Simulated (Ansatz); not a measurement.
Profile along the Se–Mg line in MgSe (rock salt)

MgSe (rock salt)

```
CELL_PARAMETERS angstrom
      0.00000     2.73608     2.73608
      2.73608     0.00000     2.73608
      2.73608     2.73608     0.00000
ATOMIC_POSITIONS crystal
  Se 0.00000 0.00000 0.00000
  Mg 0.50000 0.50000 0.50000
```

Fields along a shortest Se–Mg line of a {100} plane (2.74 Å), from Se to Mg, interpolated on the slice's grid (step about 0.2 Å). Method: r2SCAN (plane waves to 500 eV, PAW, scalar-relativistic; Ansatz, an electronic-structure program). k mesh 10×10×10. Near the nuclei the fields are pseudised (PAW); where an atom keeps semicore shells as valence, they peak there. MgSe was relaxed with its symmetry unable to fall.

```csv
distance from Se (Å),valence electron density (e/Å³),electron localisation function,density of the highest valence band (e/Å³),density of the lowest conduction band (e/Å³)
0.00,45.40,x,0.001,0.075
0.14,38.06,x,0.031,0.082
0.27,22.97,x,0.105,0.095
0.41,10.67,x,0.183,0.105
0.55,4.36,0.64,0.231,0.102
0.69,1.86,0.76,0.237,0.089
0.82,0.98,0.81,0.212,0.074
0.96,0.67,0.82,0.172,0.063
1.10,0.48,0.83,0.133,0.058
1.23,0.35,0.82,0.100,0.060
1.37,0.25,0.77,0.074,0.066
1.51,0.19,0.57,0.055,0.075
1.64,0.15,0.19,0.040,0.082
1.78,0.15,0.04,0.029,0.083
1.92,0.22,0.06,0.020,0.074
2.06,0.69,0.23,0.012,0.056
2.19,2.89,0.41,0.007,0.036
2.33,8.71,x,0.003,0.019
2.47,18.16,x,0.001,0.009
2.60,27.56,x,0.000,0.005
2.74,31.51,x,0.000,0.004
```

x: too close to a nucleus for the ELF to mean much. Band densities are of whole bands, smooth part only.

Density on the Se–Mg line (2.74 Å) at its density minimum, 1.7 Å from Se: 0.15 e/Å³. ELF at that point: 0.1. ELF maximum in the middle third of the Se–Mg line: 0.83, 1.1 Å from Se.
